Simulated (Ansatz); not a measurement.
TiTe2 (rutile, space group No. 136) under volume change, the program Ansatz at the r²SCAN level (PAW), shape and atoms relaxed at each volume.

| V (Å³/atom) | E − E(relaxed) (meV/atom) | P (GPa) |
|---|---|---|
| 26.090 | 47.9 | 6.49 |
| 26.950 | 20.0 | 3.93 |
| 27.810 | 4.7 | 1.80 |
| 28.670 | 0.0 | 0.00 |
| 29.530 | 4.2 | -1.50 |
| 30.390 | 15.6 | -2.75 |
| 31.250 | 33.2 | -3.76 |

Problem. What does a third-order Birch–Murnaghan fit give for V₀, B₀ and B′?

Solution. V₀ = 28.67 Å³/atom, B₀ = 54.3 GPa, B′ = 5.0.

Space group P4_2/mnm (rutile). A made-up cell: these elements were put on the sites of a structure type; neither database checked (COD, Materials Project) lists it. COD files the formula under space group No. 164. Whether it is the stable phase at ambient conditions was not checked. The r²SCAN relaxation kept the symmetry of its start; its stability against distortions is not shown here. The run is not spin-polarised. Scalar-relativistic: spin–orbit coupling is off unless named, which matters more the heavier the elements.

Potentials: the earlier of the program's two PAW sets.
